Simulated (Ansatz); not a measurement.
LiCl:
```xyz
2
Lattice="0.0000 2.5321 2.5321 2.5321 0.0000 2.5321 2.5321 2.5321 0.0000" Properties=species:S:1:pos:R:3 pbc="T T T"
Li     0.0000     0.0000     0.0000
Cl     2.5321     2.5321     2.5321
```

Relaxed with PBEsol. Special points in fractions of this cell's reciprocal vectors: Γ (0.000, 0.000, 0.000); X (0.500, 0.000, 0.500); U (0.625, 0.250, 0.625); K (0.375, 0.375, 0.750); L (0.500, 0.500, 0.500); W (0.500, 0.250, 0.750).

Problem. List the band energies nearest the valence-band maximum at these points for PBEsol in the plane-wave PAW code Ansatz.

Solution. In eV from the valence-band maximum; about four levels below and three above (degenerate sets whole), none deeper than 8.9 eV; points with the same levels are listed once.

| k | below | above |
|---|---|---|
| Γ | 0.00 0.00 0.00 | 6.35 11.67 11.67 11.67 |
| X | -3.14 -1.20 -1.20 | 7.78 7.97 12.60 |
| U | -2.70 -1.94 -0.91 | 7.91 9.84 11.47 |
| L | -3.04 -0.28 -0.28 | 6.58 9.33 9.33 |
| W | -2.31 -2.31 -1.15 | 9.52 10.07 10.33 10.33 |

Space group Fm-3m (rock salt). Symmetry was held in the PBEsol relaxation.

Potentials: the later of the program's two PAW sets.
